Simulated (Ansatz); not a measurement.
# ZnAg3 (I4/mmm): phonons

Method: PBEsol, all-electron LAPW in Ansatz 0.2.0, scalar-relativistic.

The cell is the relaxed one with its volume scaled by 0.985.

The structure is one entry of a database and needn't be the stable phase.

Launched as:

```sh
ansatz run input.yaml --threads 2 --pin off --max-ram 6144MiB --backend cpu --events-out ev --progress --plain --runs-dir out
```

input.yaml:

```yaml
crystal:
  lattice:
    - [-1.99702540999, 1.99702540999, 3.94793229953]
    - [1.99702540999, -1.99702540999, 3.94793229953]
    - [1.99702540999, 1.99702540999, -3.94793229953]
  atoms:
    - { symbol: Zn, position: [0.0, 0.0, 0.0] }
    - { symbol: Ag, position: [0.75, 0.25, 0.5] }
    - { symbol: Ag, position: [0.25, 0.75, 0.5] }
    - { symbol: Ag, position: [0.5, 0.5, 0.0] }
kpoints:
  mp_grid: { grid: [10, 10, 10] }
scf:
  occupations: { method: fermi_dirac, width: 0.05 }
hamiltonian:
  xc: pbesol
  pseudopotentials: { kind: all_electron, lapw: { basis_error: 0.001 } }
phonons:
  supercell: [1, 1, 1]
```

Output (shortened where marked):

```
Warning: RAYON_NUM_THREADS=2 ignored (pool sized by the plan → 2); use --threads N
LAPW: plane waves up to 8.496 Å⁻¹, error target 1.0e-3 eV per atom; small_component_spin mean_spin; Zn in spheres of 1.362 Å, 20 of its electrons in bands, Dirac shells []; Ag in spheres of 1.362 Å, 29 of its electrons in bands, ...
Engine: ansatz 0.2.0, aarch64-unknown-linux-gnu
Pseudopotentials: kind: all_electron
Pseudopotential: Zn, LAPW, valence charge 20, lapw/all_electron/scalar/gaussian/Zn, Koelling and Harmon's equation, gaussian nucleus
Pseudopotential: Ag, LAPW, valence charge 29, lapw/all_electron/scalar/gaussian/Ag, Koelling and Harmon's equation, gaussian nucleus
Functional definition: PBEsol
  exchange = pbesol_x
  correlation = pbesol_c
Crystal: 4 atoms, lattice volume = 62.979 Å³
Basis set: ecut = 275.032395061359 eV, 631 PW (Γ), FFT grids on a1+a3, a2+a3, a3, exchange–correlation at level 2
Bands: 65, of which v1, the nominal top of the filled ones, is band 54 counted from 1 (53 counted from 0)
Symmetry: 16 space group operations
k-points: 102 of 1000
Non-local potential: Zn, projectors of the file, none
Non-local potential: Ag, projectors of the file, none
[... 105 lines left out ...]
E sigma→0 (E₀):  -482599.085255 eV
Entropy (-TS):   -0.008698 eV (-2.175 meV/atom)
Fermi energy:    18.851426 eV
--- Per-component energies (eV) ---
  E_band       = -11184.702430
  E_kinetic    = 503224.111400
  E_xc         = -13904.244484
  E_electrostatic = -971918.947822  (all electrons and nuclei)
  E_smearing   = -0.008698  (= −TS)
  E_closure    = 0.000000  (closes the sum)
  Σ components = -482599.089604   (vs F -482599.089604, Δ=0.00e0)
  Basis errors (estimates in eV, not in F): energy 2.0e-4 per atom: plane waves 1.9e-4 (9.8e-5 summed), levels above the bands 9.9e-116, relativity 1.8e-8, radial functions 1.2e-5, core shells 2.7e-8; eigenvalues (radial ...
--- Forces (eV/Å), atoms counted from 1 ---
  atom   1  Zn     0.00000000     0.00000000     0.00000000
  atom   2  Ag    -0.00000000     0.00000000     0.00000000
  atom   3  Ag    -0.00000000     0.00000000     0.00000000
  atom   4  Ag    -0.00000000     0.00000000    -0.00000000
  max |Σ_I F_I| component: 8.67e-18 eV/Å
--- Phonons: 6 displaced members + reference (amplitude 0.01 Å, Σ member SCF iterations 53) ---
  symmetry images taken by strict's conditions (phonons.symmetry_images: auto; settled by no image being taken that strict refuses)
  ASR residual: 4.869e-4 → 0.000e0 eV/Å²; symmetrization residual: 1.889e-4 eV/Å²
  largest component of a force at the reference: 5.2e-18 eV/Å
  ASR residual per site (eV/Å²): 4.62e-4 1.24e-4 1.24e-4 4.87e-4
  Γ frequencies (cm⁻¹): 0.00 0.00 0.00 105.62 123.45 123.45 124.34 137.29 137.29 160.99 160.99 187.15
  density of states and harmonic sums: on the 17×17×22 q-mesh, interpolated from the force constants of a 1×1×1 supercell (no non-analytic term)
  largest difference from the sums on the solved wave vectors: F 5.86e-1 eV, S 8.44e-4 and C_V 2.58e-4 eV/K
```

Self-consistency was reached.

Zone-centre phonons:

Harmonic phonons of a crystal by Kohn-Sham DFT at the given cell, standard atomic masses, acoustic sum rule imposed; negative wavenumbers are unstable modes; optical zone-centre levels upwards with Mulliken labels, activity, and the element with most of the kinetic energy.

```json
{
  "Point group": "4/mmm"
}
```

```
number  phonon wavenumber (cm⁻¹)  label  infrared  raman  lead element
     1                     105.6    B1g        no    yes            Ag
     2                     123.4     Eu       yes     no            Ag
     3                     124.3    A2u       yes     no            Zn
     4                     137.3     Eu       yes     no            Ag
     5                       161     Eg        no    yes            Ag
     6                     187.2    A2u       yes     no            Ag
```

Known limits: responses of metals move with mesh and smearing; cell scaled away from its relaxed volume; zone-boundary modes aren't tested; activity by symmetry alone, a metal screens infrared modes.

Cost: 26 min on 2 threads of Arm Neoverse V1, on a shared host, peak memory 2.4 GiB.
